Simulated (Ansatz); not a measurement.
YBrO in space group P4/nmm (No. 129; Y on 2c, Br on 2c, O on 2a), plane-wave PAW r²SCAN+D4 (Ansatz code), all energies at zero smearing, with the estimated change up to a 700 eV cutoff added, with one set of potentials and settings (totals compare only within such a set). Cell of 6 atoms (2 Y, 2 Br, 2 O): -14457.104 eV.

```
element                            reference phase  E (eV/atom)
-------  -----------------------------------------  -----------
Y                    P6_3/mmc, 2 atoms in the cell   -3859.7811
Br                       Cmce, 4 atoms in the cell   -2792.9529
O        C2/m, 4 atoms in the cell, spin-polarised    -566.0549
```

Formation energy per atom, worked out: (-14457.104 − 2×(-3859.7811) − 2×(-2792.9529) − 2×(-566.0549))/6 = -3.254 eV/atom (-314 kJ per mol of atoms), at 0 K, without zero-point energy or fitted corrections.

The workflow started from a Materials Project entry (that database holds measured and hypothetical structures alike); the Crystallography Open Database copy checked does not list it. Its standing as an ambient phase is unchecked. Symmetry was held in the r²SCAN+D4 relaxation; whether a distortion lowers the energy is not shown. No spin polarisation was allowed. The references are the lowest solids computed at this level, not always the standard phases (solids in place of the gases).

Potentials: the later of the program's two PAW sets.
